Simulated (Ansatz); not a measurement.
A geometry of HfO2 away from equilibrium: step 5 of the relaxation of a relaxed HfO2 cell displaced along its unstable phonon at q = (0, 0, ½) of its primitive reciprocal cell (178i cm⁻¹), largest move 0.15 Å. Computed with PBE (plane waves to 420 eV, PAW, scalar-relativistic; Ansatz, a quantum-chemistry and plane-wave program). Γ-centred k-mesh 9×9×1 on the run's cell (coarser than for final values), Fermi–Dirac smearing 0.05 eV.

```xyz
12
Lattice="3.1358 0.0000 0.0000 -1.5679 2.7417 0.0016 0.0000 0.0128 21.4594" Properties=species:S:1:pos:R:3:forces:R:3 pbc="T T T" free_energy=-67441.137 pressure_GPa=0.2
Hf     0.0000     1.7803     2.6275    0.0000   -0.2138   -0.0384
Hf     0.0000     1.6962    13.4947    0.0000   -0.2147    0.0351
Hf     1.5679     1.1679     8.0396    0.0000    0.0515   -0.0026
Hf     1.5679     0.6764    18.7601    0.0000    0.0647    0.0045
O      0.0000     2.1602     6.8800    0.0000    0.1529    0.0796
O      0.0000     1.5079    17.5989    0.0000   -0.2041    0.0650
O      1.5679     0.6921     1.5054    0.0000   -0.1912    0.0887
O      1.5679     1.2453    12.3080    0.0000    0.4066    0.0515
O      1.5679     1.3279     3.8136    0.0000    0.4072   -0.0520
O      1.5679     0.6069    14.6152    0.0000   -0.1975   -0.0872
O      0.0000     1.9971     9.2026    0.0000   -0.1962   -0.0758
O      0.0000     1.6689    19.9204    0.0000    0.1349   -0.0682
```

Positions in Å, forces in eV/Å, free energy of the cell in eV (comparable only within this code, potentials and settings). Largest force: 0.41 eV/Å, on O8, O9 (atoms numbered as listed); the geometry lies 0.52 eV/atom above the end of its relaxation.

No spin polarisation in the result. No dispersion correction is included, so spacings between layers, chains or molecules are soft and tend to come out too large.

The run could not lose the symmetry of its start: the end is stationary, and may be a saddle point rather than a minimum.

The end of the path is a generated cell of HfO2: the first start was made by placing the elements on the sites of a structure type, and the end was not matched to a known phase here, so it may be hypothetical. Known forms of HfO2 include space group No. 14, 29, 137, 225.
